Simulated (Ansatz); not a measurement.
Ru (hcp (Mg type), space group No. 194), a = 2.6747 Å, b = 2.6747 Å, c = 4.2256 Å, α = 90.00°, β = 90.00°, γ = 120.00°.

Relaxed with LDA.

**Question.** Which orbitals make up the states near the Fermi level in the program Ansatz at the LDA level (PAW)?

**Answer.** Within 0.5 eV of the Fermi level: Ru 4d 93 %. Projections are on Löwdin-orthogonalised atomic valence shells; empty p or d shells of many metals are not among them.

**Question.** Tabulate the density of states.

**Answer.** States/eV per cell of 2 atoms, in 0.25 eV bins, energy from the Fermi level.

| E (eV) | total | Ru 4d | Ru 5s | Ru 4p |
|---|---|---|---|---|
| -7.85 | 0.08 | 0.00 | 0.07 | 0.00 |
| -7.60 | 0.10 | 0.00 | 0.09 | 0.00 |
| -7.35 | 0.13 | 0.00 | 0.11 | 0.00 |
| -7.10 | 0.16 | 0.01 | 0.14 | 0.00 |
| -6.85 | 0.20 | 0.01 | 0.16 | 0.00 |
| -6.60 | 0.58 | 0.34 | 0.22 | 0.01 |
| -6.35 | 1.64 | 1.25 | 0.35 | 0.01 |
| -6.10 | 2.60 | 2.03 | 0.52 | 0.02 |
| -5.85 | 3.07 | 2.58 | 0.44 | 0.02 |
| -5.60 | 3.12 | 2.65 | 0.42 | 0.03 |
| -5.35 | 2.26 | 1.97 | 0.26 | 0.02 |
| -5.10 | 2.04 | 1.79 | 0.22 | 0.02 |
| -4.85 | 2.27 | 2.07 | 0.17 | 0.02 |
| -4.60 | 2.94 | 2.67 | 0.22 | 0.03 |
| -4.35 | 2.07 | 1.93 | 0.12 | 0.02 |
| -4.10 | 2.73 | 2.56 | 0.13 | 0.02 |
| -3.85 | 2.68 | 2.47 | 0.17 | 0.02 |
| -3.60 | 1.56 | 1.41 | 0.12 | 0.01 |
| -3.35 | 1.67 | 1.58 | 0.06 | 0.01 |
| -3.10 | 3.46 | 3.25 | 0.15 | 0.02 |
| -2.85 | 3.10 | 2.90 | 0.15 | 0.02 |
| -2.60 | 2.55 | 2.39 | 0.12 | 0.01 |
| -2.35 | 3.48 | 3.27 | 0.16 | 0.02 |
| -2.10 | 2.58 | 2.40 | 0.13 | 0.01 |
| -1.85 | 2.91 | 2.69 | 0.15 | 0.02 |
| -1.60 | 3.18 | 2.92 | 0.18 | 0.02 |
| -1.35 | 2.41 | 2.21 | 0.14 | 0.01 |
| -1.10 | 1.87 | 1.70 | 0.11 | 0.01 |
| -0.85 | 1.81 | 1.64 | 0.11 | 0.01 |
| -0.60 | 1.71 | 1.55 | 0.10 | 0.01 |
| -0.35 | 1.64 | 1.51 | 0.07 | 0.00 |
| -0.10 | 1.56 | 1.45 | 0.06 | 0.00 |
| 0.15 | 1.50 | 1.40 | 0.06 | 0.00 |
| 0.40 | 1.58 | 1.49 | 0.05 | 0.00 |
| 0.65 | 1.83 | 1.73 | 0.06 | 0.00 |
| 0.90 | 2.28 | 2.18 | 0.06 | 0.00 |
| 1.15 | 2.65 | 2.54 | 0.08 | 0.00 |
| 1.40 | 3.41 | 3.28 | 0.10 | 0.00 |
| 1.65 | 3.81 | 3.67 | 0.11 | 0.00 |
| 1.90 | 2.65 | 2.51 | 0.13 | 0.00 |
| 2.15 | 0.55 | 0.37 | 0.15 | 0.00 |
| 2.40 | 0.49 | 0.29 | 0.16 | 0.00 |
| 2.65 | 0.49 | 0.26 | 0.17 | 0.00 |
| 2.90 | 0.49 | 0.24 | 0.19 | 0.00 |
| 3.15 | 0.49 | 0.21 | 0.20 | 0.00 |
| 3.40 | 0.49 | 0.19 | 0.20 | 0.00 |
| 3.65 | 0.49 | 0.18 | 0.21 | 0.00 |
| 3.90 | 0.50 | 0.16 | 0.22 | 0.00 |
| 4.15 | 0.49 | 0.15 | 0.22 | 0.00 |
| 4.40 | 0.47 | 0.13 | 0.21 | 0.00 |
| 4.65 | 0.45 | 0.11 | 0.20 | 0.00 |

Space group P6_3/mmc (hcp (Mg type)). Symmetry was held in the LDA relaxation. No spin polarisation was allowed. Axis ratios of metals converge slowly with the k-mesh, so a and c are less sure than the volume. Spin–orbit coupling is left out wherever it is not named.

Potentials: the later of the program's two PAW sets.
